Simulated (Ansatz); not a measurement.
## How the vibrations of NbRu change with volume

All numbers below come from DFT LDA, scalar-relativistic, plane waves, PAW (Ansatz). Plane waves to 420 eV; Γ-centred k mesh 14×14×12; Fermi-Dirac smearing of 0.15 eV. No spin polarisation. Phonons by linear response, acoustic sum rule imposed.

Equilibrium structure at this level:
```cif
data_structure
_symmetry_space_group_name_H-M 'P4/mmm'
_symmetry_Int_Tables_number 123
_cell_length_a 3.0073
_cell_length_b 3.0073
_cell_length_c 3.3626
_cell_angle_alpha 90.000
_cell_angle_beta 90.000
_cell_angle_gamma 90.000
_cell_volume 30.41
loop_
_atom_site_label
_atom_site_type_symbol
_atom_site_symmetry_multiplicity
_atom_site_Wyckoff_symbol
_atom_site_fract_x
_atom_site_fract_y
_atom_site_fract_z
_atom_site_occupancy
Nb1 Nb 1 a 0.00000 0.00000 0.00000 1
Ru1 Ru 1 d 0.50000 0.50000 0.50000 1
```

In a metal, frequencies depend on the k mesh and the smearing, soft modes most.

Cells at 0.98 and 1.02 times the equilibrium volume were relaxed in shape and atoms; γ = −d ln ν / d ln V, modes matched by rank.

Question: Give the optical frequencies at Γ (cm⁻¹) at the three volumes and the mode Grüneisen parameters.

Answer:
```json
{"0.98 V": "158", "V": "146", "1.02 V": "134", "γ": "4.15", "degeneracy": "1"}
{"0.98 V": "170", "V": "159", "1.02 V": "149", "γ": "3.27", "degeneracy": "2"}
```

Question: What pressures hold the two strained cells, and what bulk modulus follows?

Answer: 5.61 GPa at 0.98 V and -5.05 GPa at 1.02 V, so B = −dP/d ln V ≈ 266 GPa.